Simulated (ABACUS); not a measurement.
Set-up for a self-consistent single point of Ni3Ge (Pm-3m, 4 atoms in the cell; from Materials Project mp-21008, changed as shown).

```
CELL_PARAMETERS angstrom
      3.38011     0.00000     0.00000
      0.00000     3.38011     0.00000
      0.00000     0.00000     3.38011
ATOMIC_POSITIONS crystal
  Ni 0.50000 0.00000 0.50000
  Ni 0.00000 0.50000 0.50000
  Ni 0.50000 0.50000 0.00000
  Ge 0.00000 0.00000 0.00000
```

Computed with PBEsol, PseudoDojo 0.4 standard norm-conserving PBEsol (tails mended) pseudopotentials (plane waves; ABACUS).

ABACUS settings:

KPT: MP 7 7 7 0 0 0
basis_type: pw
dft_functional: PBESOL
ecutwfc: 98 Ry
smearing_method: mv
smearing_sigma: 0.0199916 Ry
potentials: PseudoDojo 0.4 standard norm-conserving PBEsol (tails mended)
symmetry: 1
symmetry_prec: 1e-05
ks_solver: dav
scf_nmax: 100
scf_thr: 1.0e-09 Ry
mixing_type: broyden

Results:

| Item | Value |
|---|---|
| Number of valence electrons | 68 |
| Number of bands | 44 |
| Number of k-points after the program's reduction | 20 |
| Number of plane waves (most at a k-point) | 4337 |
| Number of SCF iterations | 7 |
| FFT grid | 45 × 45 × 45 |
| Free energy E − TS | -16114.1787 eV |
| Fermi level (on the code's own zero) | 22.67 eV |
| Pressure | 37.12 GPa |

Stress (GPa, positive for compression):
```
37.12   0.00   0.00
 0.00  37.12   0.00
 0.00   0.00  37.12
```

For comparison: a first run was changed to give this one (volume scaled by 0.94), and from it to this one the free energy goes up by 100 meV/atom and the pressure goes from 16.21 to 37.12 GPa.

The run has no spin polarisation, so moments on Ni cannot form. The structure comes from a collection of computed structures, made at another level of theory; the collection holds predicted forms beside known ones. Its lattice was then scaled. No clean gap shows at this smearing width and mesh (spacing up to 0.27 Å⁻¹); the mesh is coarse for partly filled bands, so the values carry mesh errors. At this pressure the cell is far from its equilibrium volume at this level.

Cost on one core: roughly 60 core-seconds.

“Tails mended”: in these copies of the files the far tail of each local potential was reset to the Coulomb form.
